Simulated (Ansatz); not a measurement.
One crystal and one scan (frozen-phonon scan) at two levels, PBE (plane waves to 420 eV, PAW, scalar-relativistic; Ansatz, an electronic-structure program) and r2SCAN (plane waves to 500 eV, PAW, scalar-relativistic; Ansatz), each from its own relaxed cell and on its own mesh.

The crystal is CaO (rock salt); a phonon pattern at Γ is frozen into a 2-atom cell, Q being the largest atomic displacement.

CaO was relaxed with its symmetry unable to fall. Both scans cover Q from -0.100 to 0.100 Å.

```csv
quantity,run 1,run 2
Lattice constant a (Å),4.831,4.795
Energy at Q = 0.100 Å (meV/cell),28.7,35.2
Harmonic wavenumber from the curvature (finite differences) (cm⁻¹ (negative: imaginary)),255,284
```

Question: Which run is which level?

Answer: Run 1 is PBE, run 2 is r2SCAN. PBE gives the higher value for: lattice constant a. PBE gives the lower value for: energy at Q = 0.100 Å; harmonic wavenumber from the curvature. Both give the same space group of the distorted cell: I4mm (No. 107), lowered from Fm-3m. Neither level is exact: the differences show how much the result hangs on the functional.

(For displaced atoms, the force is minus the slope of the energy, and its curvature is a force constant, which sets phonon frequencies.)
